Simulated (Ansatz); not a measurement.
# KBeCl3: rattling a relaxed structure

The structure comes from a generated guess, relaxed at this level; another structure or a mixture of phases may lie lower.

Level of theory: DFT PBE, scalar-relativistic, plane waves, PAW in Ansatz. Cutoff 420 eV; k points 4×4×6 on the computed 10-atom cell (Γ-centred); Gaussian smearing, width 0.02 eV; no spin polarisation.

The cell below (10 atoms, space group P4/mbm (No. 127)) is relaxed within its symmetry.

```yaml
crystal:
  lattice:
    - [6.62620, 0.00000, 0.00000]
    - [0.00000, 6.62620, 0.00000]
    - [0.00000, 0.00000, 4.68420]
  atoms:
    - { symbol: K, position: [0.00000, 0.50000, 0.50000] }
    - { symbol: K, position: [0.50000, 0.00000, 0.50000] }
    - { symbol: Be, position: [0.50000, 0.50000, 0.00000] }
    - { symbol: Be, position: [0.00000, 0.00000, 0.00000] }
    - { symbol: Cl, position: [0.75287, 0.25287, 0.00000] }
    - { symbol: Cl, position: [0.74713, 0.75287, 0.00000] }
    - { symbol: Cl, position: [0.50000, 0.50000, 0.50000] }
    - { symbol: Cl, position: [0.24713, 0.74713, 0.00000] }
    - { symbol: Cl, position: [0.25287, 0.24713, 0.00000] }
    - { symbol: Cl, position: [0.00000, 0.00000, 0.50000] }
```

For the test it was strained at random (σ = 1.5 % a component), the atoms were moved at random (σ = 0.15 Å), and all was relaxed again on a coarse 4×2×2 mesh (in the run’s order of axes) with 0.10 eV smearing, with no symmetry imposed.

Q: Is the structure stable against such a distortion?

A: It doesn't return. The energy falls by 301 meV/atom on that mesh, the volume changes by 56.8 %, and the end has space group P2_1 (No. 4) at a loose tolerance. Relaxed again on a 6×4×4 mesh with 0.02 eV smearing, the new structure lies 295 meV/atom below the first (mesh in the axes of the run's cell; the cell below is made exact in the group named). Space group P2_1 (No. 4), monoclinic, a = 5.073 Å, b = 8.996 Å, c = 7.069 Å, β = 91.3°. K is surrounded by 7 Cl at 3.19–3.62 Å; Be is surrounded by 3 Cl at 1.92–1.93 Å; Cl on its first site has 1 Be at 1.92 Å and 2 K at 3.19 Å; Cl on its second site has 1 Be at 1.93 Å and 2 K at 3.20–3.25 Å; 1 more site not described.

Space group P2_1 (No. 4). a = 5.073 Å, b = 8.996 Å, c = 7.069 Å, α = 90.00°, β = 91.28°, γ = 90.00°
```
atom  site  symmetry       x       y       z
   K    2a         1  0.6315  0.5950  0.8376
  Be    2a         1  0.2202  0.5991  0.3051
  Cl    2a         1  0.1226  0.6153  0.5653
  Cl    2a         1  0.4665  0.4482  0.2301
  Cl    2a         1  0.8987  0.2411  0.8836
```
